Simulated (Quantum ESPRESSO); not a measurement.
One change at a time to Cu2Mo3RuW2

All numbers below are calculated, not measured. They come from Quantum ESPRESSO 7.5, a public plane-wave density functional program. Each row is one single-point run on a made-up periodic cell of eight metal atoms, with elements, volume, strain and displacements drawn at random and not relaxed, so a cell may be unstable or far from any real phase. There is no spin polarisation or spin-orbit coupling.

Settings: PBE unless stated; PseudoDojo standard norm-conserving files; Fermi-Dirac width 0.25 eV, which means electrons at about 2900 K; cutoff 1252 eV; 5 x 5 x 4 k mesh shifted half a step off Gamma. E is the free energy of the whole cell (internal energy minus TS), so a -TS column is already part of it. Stress is positive in tension, and the pressure P is minus a third of its trace.

Checks: one run of this series was repeated at a higher cutoff and on a denser mesh, which moved values by no more than 0.006 eV, 0.10 GPa and 0.020 eV/Å, and a second program with other atomic files agreed on it to 2 % rms in force and 0.5 GPa in pressure. Known limits: the copper pseudopotential is less sure than most, with forces differing by about three percent and pressure by about two GPa from a second method on plain copper; heavy elements are run without spin-orbit coupling, which real alloys of them have; a spin test at this wide smearing found no moment, but such smearing suppresses magnetism that the real alloy may have.

The lattice is face-centred cubic, and the cell vectors in Å are (1.997, 3.826, 1.920); (1.953, -3.848, 2.009); (3.935, 0.066, -3.914), a volume of 118.63 Å³ in run 1. The elements on sites 1 to 8 are Ru Mo Cu W Cu W Mo Mo. Each later run makes one change to run 1 and keeps the rest. E is counted from run 1, and is n/a where other atomic files have another zero of energy.

```
run                           change  V (Å³)  P (GPa)  -TS (eV)  rms force (eV/Å)  largest change of a force component (eV/Å)  E (eV)
  1                             none  118.63     4.26    -1.582             0.494                                       0.000   0.000
  2          sites 3 and 8 exchanged  118.63     3.40    -1.517             0.493                                       0.456  -0.067
  3    all lengths scaled by -1.32 %  113.99    15.00    -1.507             0.609                                       0.225   0.274
  4              LDA in place of PBE  118.63    -9.50    -1.588             0.420                                       0.176     n/a
  5                     Ga on site 6  118.63    -0.62    -1.487             0.489                                       0.238     n/a
  6  site 5 moved by -0.06 Å along x  118.63     4.38    -1.581             0.505                                       0.360       ?
```

## Worked estimate

Along the move dE = -F dx. The force on site 5 along x is 0.147 eV/Å in run 1 and 0.507 eV/Å in run 6, and the move is -0.06 Å, so the mean force times the move gives an estimate.

## Withheld value

Question: what E should run 6 give?

The estimate is 0.020 eV. The calculation gave 0.020 eV.
